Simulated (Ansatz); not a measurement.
Mg:
```
CELL_PARAMETERS angstrom
      5.75135     0.00000     0.00000
     -2.87567     4.98081     0.00000
      0.00000     0.00000     5.68227
ATOMIC_POSITIONS crystal
  Mg 0.00000 0.00000 0.25408
  Mg 0.00000 0.00000 0.74592
  Mg 0.33333 0.66667 0.50000
  Mg 0.66667 0.33333 0.50000
  Mg 0.00000 0.50000 0.00000
  Mg 0.50000 0.00000 0.00000
  Mg 0.50000 0.50000 0.00000
```

This is the PBEsol-relaxed structure. Tensor components refer to the Cartesian frame of this cell.

Q: All from DFT-PBEsol in the program Ansatz with PAW potentials, unless another level is named. Give the bulk modulus (Birch–Murnaghan fit).

A: 34.9 GPa.

Q: Next, the highest zone-centre frequency?

A: 362 cm⁻¹.

Q: Predict the elastic constants (relaxed ions, GPa).

A: C11 = 62.7, C12 = 26.0, C13 = 15.3, C33 = 76.1, C44 = 0.3.

Space group P6/mmm. The start of the workflow was typed in or built on a structure type; the Crystallography Open Database copy checked does not list it. It is not the phase usual at ambient conditions (space group No. 194). Symmetry was held in the PBEsol relaxation; its stability against distortions is not shown here. As this level gives no gap, shear constants depend on the k-mesh and smearing (Fermi–Dirac, 0.1 eV here). As this level gives no gap, phonon frequencies hold no LO–TO term and depend on the k-mesh and smearing (Fermi–Dirac, 0.1 eV here).

Potentials: the earlier of the program's two PAW sets. The files were generated under PBE; for other functionals the program regenerates the frozen cores, and for LDA and PBEsol the local potential too.
